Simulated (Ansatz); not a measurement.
The end point of a relaxation of ZnCu$_{2}$SnS$_{4}$. Space group I-42m (No. 121), AFLOW prototype A2BC4D_tI16_121_d_a_i_b (H2_6, as in FeCu2SnS4). All values below come from r2SCAN (plane waves to 500 eV, PAW, scalar-relativistic; Ansatz, a quantum-chemistry and plane-wave program).

```cif
data_Cu4S8Sn2Zn2
_chemical_formula_sum 'Cu4 Sn2 Zn2 S8'
_space_group_name_H-M_alt 'I-42m'
_space_group_IT_number 121
_space_group_name_Hall 'I -4 2'
_cell_length_a 5.40380
_cell_length_b 5.40380
_cell_length_c 10.85954
_cell_angle_alpha 90.000
_cell_angle_beta 90.000
_cell_angle_gamma 90.000
loop_
_atom_site_label
_atom_site_type_symbol
_atom_site_symmetry_multiplicity
_atom_site_Wyckoff_symbol
_atom_site_fract_x
_atom_site_fract_y
_atom_site_fract_z
_atom_site_occupancy
Cu1 Cu 4 d 0.00000 0.50000 0.25000 1
Sn1 Sn 2 b 0.00000 0.00000 0.50000 1
Zn1 Zn 2 a 0.00000 0.00000 0.00000 1
S1 S 8 i 0.25748 0.25748 0.36718 1
```
(The calculation used a cell of 8 atoms; values per cell refer to that cell.)

Estimate the band gap that r2SCAN returns for this input.

0.34 eV, direct at Γ (no spin-orbit coupling).

No spin polarisation in the result.

The run could not lose the symmetry of its start.

It was reached from a disturbed copy of a I-4 (No. 82) cell, against which it lies +0.003 eV/atom.

The first start was generated by placing the elements on the sites of a structure type. Materials Project lists a structure of ZnCu2SnS4 in the same space group, I-42m (No. 121); the sites were not compared with it, nor with measured phases. Known forms of ZnCu2SnS4 include space group No. 82.
